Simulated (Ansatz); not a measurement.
Values for one crystal, relaxed and computed with LDA (plane waves, PAW; program Ansatz); other levels are named.

| Quantity | Value |
|---|---|
| Volume per atom | 26.28 Å³ |
| Electronic character | no gap, with almost no states at the Fermi level (zero-gap or semimetallic) |
| Formation energy from the elements (no fitted shifts) | -0.46 eV/atom |
| Bulk modulus (Birch–Murnaghan fit) | 59.0 GPa |
| Zone-centre stability | no imaginary mode at Γ |
| Pressure derivative B′ | 4.3 |
| Highest zone-centre frequency | 160 cm⁻¹ |

Problem. Pick the material that matches.
(A) Sn2PbSe3, P-3m1 (Sn on 2d, Pb on 1a, Se on 2d, Se on 1b)
(B) ZnHgTe2, R3m (Zn on 3a, Hg on 3a, Te on 3a, Te on 3a)
(C) VN, rock salt
(D) TiSe2, CdI2 type

Solution. A, Sn2PbSe3, P-3m1 (Sn on 2d, Pb on 1a, Se on 2d, Se on 1b)

The workflow started from a Materials Project entry (that database holds measured and hypothetical structures alike); the Crystallography Open Database copy checked does not list it. With Sn and Pb taken as one species the cell has the higher symmetry Fm-3m, so it may be an ordered model of a mixed-site phase. Whether it is the stable phase at ambient conditions was not checked. The LDA relaxation kept the symmetry of its start. As this level gives no gap, phonon frequencies hold no LO–TO term and depend on the k-mesh and smearing (Fermi–Dirac, 0.1 eV here). The references are the lowest solids computed at this level, not always the standard phases. Scalar-relativistic: spin–orbit coupling is off unless named, which matters more the heavier the elements.

Potentials: the later of the program's two PAW sets.
